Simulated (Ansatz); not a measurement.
Data:

P$_{2}$W:
```cif
data_P8W4
_chemical_formula_sum 'P8 W4'
_space_group_name_H-M_alt 'C2/m'
_space_group_IT_number 12
_space_group_name_Hall '-C 2y'
_cell_length_a 8.41727
_cell_length_b 3.13434
_cell_length_c 7.41054
_cell_angle_alpha 90.000
_cell_angle_beta 119.225
_cell_angle_gamma 90.000
loop_
_space_group_symop_operation_xyz
  'x, y, z'
  '-x, -y, -z'
  '-x, y, -z'
  'x, -y, z'
  'x+1/2, y+1/2, z'
  '-x+1/2, -y+1/2, -z'
  '-x+1/2, y+1/2, -z'
  'x+1/2, -y+1/2, z'
loop_
_atom_site_label
_atom_site_type_symbol
_atom_site_symmetry_multiplicity
_atom_site_Wyckoff_symbol
_atom_site_fract_x
_atom_site_fract_y
_atom_site_fract_z
_atom_site_occupancy
P1 P 4 i 0.13865 0.00000 0.02490 1
P2 P 4 i 0.39879 0.00000 0.60051 1
W1 W 4 i 0.15767 0.00000 0.70614 1
```
(The calculation used a cell of 6 atoms; values per cell refer to that cell.)

This is the LDA-relaxed structure.

All from the program Ansatz at the LDA level (PAW), unless another level is named. Give the electronic character.

metallic (no gap).

Next, the formation energy from the elements (no fitted shifts)?

-0.50 eV/atom.

And the density of states at the Fermi level?

0.23 states/eV per atom (mean over ±0.08 eV).

The first step of the workflow began from a Materials Project structure, measured or hypothetical; the Crystallography Open Database files this formula in space group No. 12, but the cells were not matched. Its standing as an ambient phase is unchecked. The LDA relaxation kept the symmetry of its start; its stability against distortions is not shown here. No spin polarisation was allowed. The references are the lowest solids computed at this level, not always the standard phases. Spin–orbit coupling is left out wherever it is not named.

Potentials: the earlier of the program's two PAW sets. The files were generated under PBE; for other functionals the program regenerates the frozen cores, and for LDA and PBEsol the local potential too.
